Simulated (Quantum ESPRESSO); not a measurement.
# Mo3Ta2WAlSn: finding a planted mistake in a log

A calculation, not a measurement. The program is pw.x of Quantum ESPRESSO 7.5 (plane-wave density functional theory). The cell is made up: eight metal atoms on a face-centred cubic lattice, with elements, volume, strain and displacements drawn at random and not relaxed, so it may be unstable or far from any real phase. PseudoDojo standard norm-conserving files set the functional (PBE unless stated); there is no spin polarisation or spin-orbit coupling, the Fermi-Dirac width of 0.25 eV means electrons at about 2900 K, and the masses in the input are unused placeholders. The tin pseudopotential is less sure than most, with forces differing by about three percent from a second method on plain tin. Heavy elements are run without spin-orbit coupling, which real alloys of them have. A spin test at this wide smearing found no moment, but such smearing suppresses magnetism that the real alloy may have.

Intended input:

```
&control calculation='scf', pseudo_dir='./dojo.nc.sr.pbe.v0_5.standard.upf', outdir='./o', disk_io='minimal', tprnfor=.true., tstress=.true. /
&system ibrav=0, nat=8, ntyp=5, nbnd=66, ecutwfc=79.96652505, nosym=.true., tot_charge=0,
 occupations='smearing', smearing='fd', degauss=0.0183746611
/
&electrons conv_thr=1.470e-08, electron_maxstep=70, mixing_beta=0.5 /
ATOMIC_SPECIES
Al 1.0 Al.upf
Mo 1.0 Mo.upf
Sn 1.0 Sn.upf
Ta 1.0 Ta.upf
W 1.0 W.upf
CELL_PARAMETERS angstrom
2.0379 4.2482 2.0645
-0.1171 4.3285 -4.1724
-4.2236 4.3633 -0.0824
ATOMIC_POSITIONS angstrom
Mo -0.011 0.0636 -0.0362
Ta -2.1072 2.1199 -0.0241
Mo 0.022 2.2543 -2.141
Ta -2.1384 4.3944 -2.2502
W -0.0651 4.2757 0.0402
Al -2.207 6.48 -0.0232
Mo -0.1717 6.5074 -2.1872
Sn -2.1529 8.6284 -2.1415
K_POINTS automatic
5 5 5 1 1 1
```

The log is shortened where brackets say so; the opening notice, blank lines, dates and the lines on written files are dropped, and the path of the files is cut. It prints rydbergs, bohrs and kilobars, and counts compression as positive stress. Its total energy is the free energy E - TS of the whole cell.

Log of the intended run:

```
     Program PWSCF v.7.5
     Parallel version (MPI & OpenMP), running on       4 processor cores
     Number of MPI processes:                 4
     Threads/MPI process:                     1
     [start-up lines left out]
     bravais-lattice index     =            0
     lattice parameter (alat)  =       9.7211  a.u.
     unit-cell volume          =     997.9785 (a.u.)^3
     number of atoms/cell      =            8
     number of atomic types    =            5
     number of electrons       =        99.00
     number of Kohn-Sham states=           66
     kinetic-energy cutoff     =      79.9665  Ry
     charge density cutoff     =     319.8661  Ry
     scf convergence threshold =      1.5E-08
     mixing beta               =       0.5000
     number of iterations used =            8  plain     mixing
     Exchange-correlation= PBE
                           (   1   4   3   4   0   0   0)
     [axes and pseudopotential details left out]
   Cartesian axes
     site n.     atom                  positions (alat units)
         1        Mo     tau(   1) = (  -0.0021383   0.0123635  -0.0070371  )
         2        Ta     tau(   2) = (  -0.4096294   0.4120982  -0.0046849  )
         3        Mo     tau(   3) = (   0.0042767   0.4382249  -0.4162000  )
         4        Ta     tau(   4) = (  -0.4156946   0.8542500  -0.4374279  )
         5        W      tau(   5) = (  -0.0126551   0.8311753   0.0078147  )
         6        Al     tau(   6) = (  -0.4290301   1.2596805  -0.0045100  )
         7        Mo     tau(   7) = (  -0.0333776   1.2650069  -0.4251810  )
         8        Sn     tau(   8) = (  -0.4185133   1.6773190  -0.4162972  )
     number of k points=    63  Fermi-Dirac smearing, width (Ry)=  0.0184
                       cart. coord. in units 2pi/alat
        k(    1) = (   0.0018974   0.1197495   0.0008862), wk =   0.0320000
        k(    2) = (  -0.1835849   0.1772223   0.0657148), wk =   0.0320000
     [further k points left out]
     Dense  grid:    96479 G-vectors     FFT dimensions: (  60,  72,  72)
     Estimated max dynamical RAM per process >     380.53 MB
     Estimated total dynamical RAM >       1.42 GB
     Initial potential from superposition of free atoms
     starting charge      98.9894, renormalised to      99.0000
     Starting wfcs are   73 randomized atomic wfcs
     total cpu time spent up to now is       15.2 secs
     per-process dynamical memory:   298.3 Mb
     Self-consistent Calculation
     iteration #  1     ecut=    79.97 Ry     beta= 0.50
     Davidson diagonalization with overlap
     ethr =  1.00E-02,  avg # of iterations =  2.4
     total cpu time spent up to now is       53.3 secs
     total energy              =    -995.12169601 Ry
     estimated scf accuracy    <       1.59618099 Ry
     iteration #  2     ecut=    79.97 Ry     beta= 0.50
     Davidson diagonalization with overlap
     ethr =  1.61E-03,  avg # of iterations =  3.2
     total cpu time spent up to now is       97.1 secs
     total energy              =    -994.30739577 Ry
     estimated scf accuracy    <      16.85379194 Ry
     [iterations 3 to 16 left out]
     iteration # 17     ecut=    79.97 Ry     beta= 0.50
     Davidson diagonalization with overlap
     ethr =  1.66E-11,  avg # of iterations =  2.5
     total cpu time spent up to now is      586.7 secs
     total energy              =    -995.89826918 Ry
     estimated scf accuracy    <       0.00000002 Ry
     iteration # 18     ecut=    79.97 Ry     beta= 0.50
     Davidson diagonalization with overlap
     ethr =  1.66E-11,  avg # of iterations =  1.0
     total cpu time spent up to now is      616.5 secs
     End of self-consistent calculation
     [lines on levels left out]
!    total energy              =    -995.89826918 Ry
     estimated scf accuracy    <          9.9E-10 Ry
     smearing contrib. (-TS)   =      -0.12565033 Ry
     internal energy E=F+TS    =    -995.77261884 Ry
     The total energy is F=E-TS. E is the sum of the following terms:
     one-electron contribution =    -230.96193912 Ry
     hartree contribution      =     165.23497315 Ry
     xc contribution           =    -200.03030001 Ry
     ewald contribution        =    -730.01535286 Ry
     convergence has been achieved in  18 iterations
     Forces acting on atoms (cartesian axes, Ry/au):
     atom    1 type  2   force =     0.00666055   -0.01421798   -0.01195838
     atom    2 type  4   force =     0.01401297    0.05799797   -0.04725946
     atom    3 type  2   force =    -0.03310122   -0.01273349    0.01842800
     atom    4 type  4   force =     0.02874260   -0.02417307    0.06638573
     atom    5 type  5   force =     0.02723170    0.01189110   -0.03213764
     atom    6 type  1   force =     0.00595276   -0.00073896   -0.01033188
     atom    7 type  2   force =     0.02556117   -0.02453855    0.02203866
     atom    8 type  3   force =    -0.07506053    0.00651298   -0.00516503
     Total force =     0.151990     Total SCF correction =     0.000054
     Computing stress (Cartesian axis) and pressure
          total   stress  (Ry/bohr**3)                   (kbar)     P=      -97.78
  -0.00066636   0.00016501   0.00001342          -98.03       24.27        1.97
   0.00016501  -0.00062247  -0.00010766           24.27      -91.57      -15.84
   0.00001342  -0.00010766  -0.00070520            1.97      -15.84     -103.74
     init_run     :     14.07s CPU     14.74s WALL (       1 calls)
     electrons    :    599.47s CPU    601.31s WALL (       1 calls)
     forces       :      4.10s CPU      4.14s WALL (       1 calls)
     stress       :     15.15s CPU     15.45s WALL (       1 calls)
     [timing details left out]
     PWSCF        :  10m33.35s CPU  10m36.25s WALL
     JOB DONE.
```

A second run was made from an input with one planted mistake. Its log:

```
     Program PWSCF v.7.5
     Parallel version (MPI & OpenMP), running on       4 processor cores
     Number of MPI processes:                 4
     Threads/MPI process:                     1
     [start-up lines left out]
     bravais-lattice index     =            0
     lattice parameter (alat)  =       9.7211  a.u.
     unit-cell volume          =     997.9785 (a.u.)^3
     number of atoms/cell      =            8
     number of atomic types    =            6
     number of electrons       =        98.00
     number of Kohn-Sham states=           65
     kinetic-energy cutoff     =      79.9665  Ry
     charge density cutoff     =     319.8661  Ry
     scf convergence threshold =      1.5E-08
     mixing beta               =       0.5000
     number of iterations used =            8  plain     mixing
     Exchange-correlation= PBE
                           (   1   4   3   4   0   0   0)
     [axes and pseudopotential details left out]
   Cartesian axes
     site n.     atom                  positions (alat units)
         1        Ga     tau(   1) = (  -0.0021383   0.0123635  -0.0070371  )
         2        Ta     tau(   2) = (  -0.4096294   0.4120982  -0.0046849  )
         3        Mo     tau(   3) = (   0.0042767   0.4382249  -0.4162000  )
         4        Ta     tau(   4) = (  -0.4156946   0.8542500  -0.4374279  )
         5        W      tau(   5) = (  -0.0126551   0.8311753   0.0078147  )
         6        Al     tau(   6) = (  -0.4290301   1.2596805  -0.0045100  )
         7        Mo     tau(   7) = (  -0.0333776   1.2650069  -0.4251810  )
         8        Sn     tau(   8) = (  -0.4185133   1.6773190  -0.4162972  )
     number of k points=    63  Fermi-Dirac smearing, width (Ry)=  0.0184
                       cart. coord. in units 2pi/alat
        k(    1) = (   0.0018974   0.1197495   0.0008862), wk =   0.0320000
        k(    2) = (  -0.1835849   0.1772223   0.0657148), wk =   0.0320000
     [further k points left out]
     Dense  grid:    96479 G-vectors     FFT dimensions: (  60,  72,  72)
     Estimated max dynamical RAM per process >     383.03 MB
     Estimated total dynamical RAM >       1.43 GB
     Initial potential from superposition of free atoms
     starting charge      97.9881, renormalised to      98.0000
     Starting wfcs are   72 randomized atomic wfcs
     total cpu time spent up to now is       16.4 secs
     per-process dynamical memory:   297.5 Mb
     Self-consistent Calculation
     iteration #  1     ecut=    79.97 Ry     beta= 0.50
     Davidson diagonalization with overlap
     ethr =  1.00E-02,  avg # of iterations =  2.7
     total cpu time spent up to now is       56.4 secs
     total energy              =   -1007.56236736 Ry
     estimated scf accuracy    <       1.47020086 Ry
     iteration #  2     ecut=    79.97 Ry     beta= 0.50
     Davidson diagonalization with overlap
     ethr =  1.50E-03,  avg # of iterations =  3.1
     total cpu time spent up to now is       99.9 secs
     total energy              =   -1006.89744335 Ry
     estimated scf accuracy    <      16.68691126 Ry
     [iterations 3 to 15 left out]
     iteration # 16     ecut=    79.97 Ry     beta= 0.50
     Davidson diagonalization with overlap
     ethr =  9.77E-11,  avg # of iterations =  1.6
     total cpu time spent up to now is      617.2 secs
     total energy              =   -1008.31682550 Ry
     estimated scf accuracy    <       0.00000002 Ry
     iteration # 17     ecut=    79.97 Ry     beta= 0.50
     Davidson diagonalization with overlap
     ethr =  1.67E-11,  avg # of iterations =  2.0
     total cpu time spent up to now is      653.1 secs
     End of self-consistent calculation
     [lines on levels left out]
!    total energy              =   -1008.31682550 Ry
     estimated scf accuracy    <          3.8E-09 Ry
     smearing contrib. (-TS)   =      -0.10859865 Ry
     internal energy E=F+TS    =   -1008.20822685 Ry
     The total energy is F=E-TS. E is the sum of the following terms:
     one-electron contribution =    -255.41954024 Ry
     hartree contribution      =     183.66994076 Ry
     xc contribution           =    -221.38484288 Ry
     ewald contribution        =    -715.07378449 Ry
     convergence has been achieved in  17 iterations
     Forces acting on atoms (cartesian axes, Ry/au):
     atom    1 type  2   force =     0.00093181   -0.01460969   -0.02055617
     atom    2 type  5   force =     0.00260687    0.05838341   -0.04012179
     atom    3 type  3   force =    -0.02658581   -0.01260503    0.01974634
     atom    4 type  5   force =     0.01961259   -0.01877679    0.06260486
     atom    5 type  6   force =     0.02558107   -0.00484342   -0.03004555
     atom    6 type  1   force =     0.00760046   -0.00424729   -0.01644870
     atom    7 type  3   force =     0.03124460   -0.01108324    0.01706379
     atom    8 type  4   force =    -0.06099158    0.00778206    0.00775722
     Total force =     0.136865     Total SCF correction =     0.000116
     Computing stress (Cartesian axis) and pressure
          total   stress  (Ry/bohr**3)                   (kbar)     P=      -96.41
  -0.00047639   0.00023056   0.00005380          -70.08       33.92        7.91
   0.00023056  -0.00081899   0.00005113           33.92     -120.48        7.52
   0.00005380   0.00005113  -0.00067086            7.91        7.52      -98.69
     init_run     :     15.25s CPU     15.86s WALL (       1 calls)
     electrons    :    629.86s CPU    636.72s WALL (       1 calls)
     forces       :      4.67s CPU      4.72s WALL (       1 calls)
     stress       :     17.11s CPU     17.84s WALL (       1 calls)
     [timing details left out]
     PWSCF        :  11m 7.64s CPU  11m15.97s WALL
     JOB DONE.
```

Question: the log repeats what the program read. Compare it with the intended run: what was wrong in the second input?

Answer: one atom is of a wrong element. The input lines that differ:

```
- &system ibrav=0, nat=8, ntyp=5, nbnd=66, ecutwfc=79.96652505, nosym=.true., tot_charge=0,
+ &system ibrav=0, nat=8, ntyp=6, nbnd=65, ecutwfc=79.96652505, nosym=.true., tot_charge=0,
+ Ga 1.0 Ga.upf
- Mo -0.011 0.0636 -0.0362
+ Ga -0.011 0.0636 -0.0362
```

```
                                            intended run  run with the mistake
                          free energy (eV)    -13549.886            -13718.849
         entropy term -TS, part of it (eV)        -1.710                -1.478
                            pressure (GPa)         -9.78                 -9.64
size of the largest force component (eV/Å)         1.930                 1.610
largest change of a force component (eV/Å)                               0.430
                                iterations            18                    17
```

For scale, a rerun of the intended cell at a higher cutoff and on a denser mesh moved values by no more than 0.002 eV in energy, 0.04 GPa in stress and 0.005 eV/Å in force, and a second program with other atomic files agreed on that cell to 2 % rms in force and 0.5 GPa in pressure. Files of another functional or element have another zero of energy, so the energy change says nothing on stability. The number of bands, nbnd, was set by rule from the electron count, so it follows the mistake.